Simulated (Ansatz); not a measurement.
Structure: COD 9012874, as refined from experiment and not relaxed. The listed cell was then made from it by scaling, straining or moving an atom.

Rb: DFT, PBEsol, PAW with Ansatz's default frozen-core files, scalar-relativistic (Ansatz 0.2.0). What sets it apart from a plain run of this crystal: zz strain of -2 %.

Command: `ansatz run input.yaml --threads 1 --pin off --max-ram 3072MiB --backend cpu --events-out ev --progress --plain --runs-dir out` The run took 3.3 s on 1 thread of Intel(R) Xeon(R) Platinum 8488C (Sapphire Rapids), on a shared host, peak memory 0.41 GiB.

```yaml
crystal:
  lattice:
    - [-2.806, 2.806, 2.74988]
    - [2.806, -2.806, 2.74988]
    - [2.806, 2.806, -2.74988]
  atoms:
    - { symbol: Rb, position: [0.0, 0.0, 0.0] }
kpoints:
  mp_grid: { grid: [8, 8, 8] }
scf:
  occupations: { method: fermi_dirac, width: 0.05 }
hamiltonian:
  xc: pbesol
  pseudopotentials: { kind: paw }
output:
  forces: true
  stress: true
  eigenvalues: true
  efg: { contact_densities: true }
```

Output (standing set-up lines are left out):

```
Crystal: 1 atoms, lattice volume = 86.606 Å³
Basis set: ecut = 420 eV, 1689 PW (Γ), exchange–correlation on 72×72×72 points (8 copies of the dense FFT grid, shifted against one another)
Symmetry: 16 space group operations
Space group: I4/mmm (ITA 139), of the structure as read, at distance tolerance 4.4e-5 Å
k-points: 59 of 512
SCF iter   1: F=—  HF=-3216.990876 eV  |F-HF|=—  |Δ(HF+E_count)|=         —  Δρ=6.22e-4  dr2=1.24e-4  ethr=1.77e-3  ⟨swp⟩=7.1  Hψ=4457  notcnv=0
preconditioner: auto → Kerker (q_TF=auto, 1.871 Å⁻¹)  [metal: Δε(μ)=0.051 eV  Ē_g=3.635 eV  σ=0.050 eV  W_gap=0.25  n_scr=12 (ndim 8)  ℏωp=4.0 eV  f_vac=0.000  D(μ)=1.37/eV (n_scr^D=12)]
SCF iter   2: F=—  HF=-3216.991490 eV  |F-HF|=—  |Δ(HF+E_count)|=   6.14e-4  Δρ=2.88e-4  dr2=2.77e-5  ethr=1.38e-6  ⟨swp⟩=3.3  Hψ=1440  notcnv=0
SCF iter   3: F=—  HF=-3216.991502 eV  |F-HF|=—  |Δ(HF+E_count)|=   1.20e-5  Δρ=4.20e-5  dr2=1.40e-6  ethr=3.08e-7  ⟨swp⟩=2.1  Hψ=796  notcnv=0
SCF iter   4: F=—  HF=-3216.991502 eV  |F-HF|=—  |Δ(HF+E_count)|=   3.99e-7  Δρ=1.78e-5  dr2=4.96e-7  ethr=1.56e-8  ⟨swp⟩=1.0  Hψ=532  notcnv=0
iter 5 did not close the SCF: its close was put off for the readings that it lacked (scf_convergence_deferred on its scf_iter line)
SCF iter   5: F=-3216.991502 eV  HF=-3216.991502 eV  |F-HF|=1.05e-8  |Δ(HF+E_count)|=   7.08e-8  Δρ=4.81e-6  dr2=6.13e-8  ethr=5.52e-9  ⟨swp⟩=2.0  Hψ=742  notcnv=0
SCF iter   6: F=-3216.991502 eV  HF=-3216.991502 eV  |F-HF|=1.46e-9  |Δ(HF+E_count)|=   1.24e-8  Δρ=1.18e-6  dr2=1.93e-9  ethr=6.81e-10  ⟨swp⟩=3.3  Hψ=2118  notcnv=0
SCF 1 converged in 6 iterations: F = -3216.991502 eV  dr2 = 1.93e-9
  greatest PAW one-centre occupation: 0.975 electrons in one spin orbital (limit 2), on the Rb atom at site 0 (counted from 0), in its partial waves of l = 0
SCF converged after 6 iterations
Free energy (F): -3216.991502 eV
Harris-Foulkes:  -3216.991502 eV  (|F-HF|=1.46e-9)
Internal energy: -3216.980848 eV  (E = F + TS)
E sigma→0 (E₀):  -3216.986175 eV
Entropy (-TS):   -0.010655 eV (-10.655 meV/atom)
Fermi energy:    2.102722 eV
--- Per-component energies (eV) ---
  E_band       = -117.127790
  E_kinetic    = 190.893239
  E_local      = -699.995849  (includes V_loc(G=0)·N_el)
  E_nonlocal   = 175.162355
  E_hartree    = 194.623386
  E_xc         = -127.775440
  E_vxc        = -134.299916  (∫ρ·V_xc dr)
  E_paw        = -2569.279547  (= ΣΔE_a)
  E_vpaw       = -38.134358  (= ΣTr[D̂ρ^β])
  E_aug_tail   = -0.000001  (compensation charges beyond the density's cutoff)
  E_ewald      = -380.732661
  E_core_change = 0.123671  (= ΣΔE_core)
  E_smearing   = -0.010655  (= −TS)
  E_closure    = -0.000000  (closes the sum)
  Σ components = -3216.991502   (vs F -3216.991502, Δ=0.00e0)
--- Forces (eV/Å), atoms counted from 1 ---
  atom   1  Rb     0.00000000     0.00000000    -0.00000000
  max |Σ_I F_I| component: 1.97e-31 eV/Å
--- Stress (GPa, compression-positive) ---
        0.002952       0.000000       0.000000
        0.000000       0.002952       0.000000
        0.000000       0.000000      -0.001503
  P = ⅓ Tr σ = 0.0015 GPa (0.015 kbar)
--- PAW observables at the nuclei: V_zz in 10²¹ V/m², potentials from the cell's mean, atoms counted from 1 ---
  atom   1  Rb V_zz =    +0.015473   η = 0.0000   by run symmetry: allowed
            electrostatic potential = -5298.928588 V   contact ρ = 361354.372548 e/Å³
--- Band table (eV; the first three rows and the last of 59) ---
  k-point 0: bands = ["-26.7440", "-10.7834", "-10.7834", "-10.7834", "0.0416", "5.7397", "5.8471", "5.8471", "6.7168"]
  k-point 1: bands = ["-26.7433", "-10.8007", "-10.7888", "-10.7833", "0.2311", "5.4290", "5.6099", "6.0276", "6.4533"]
  k-point 2: bands = ["-26.7414", "-10.8418", "-10.8018", "-10.7829", "0.7706", "4.5385", "5.1850", "6.5295", "6.5565"]
  k-point 58: bands = ["-26.7345", "-10.8666", "-10.8666", "-10.8620", "3.2879", "3.3424", "5.3831", "5.3831", "5.5872"]
```
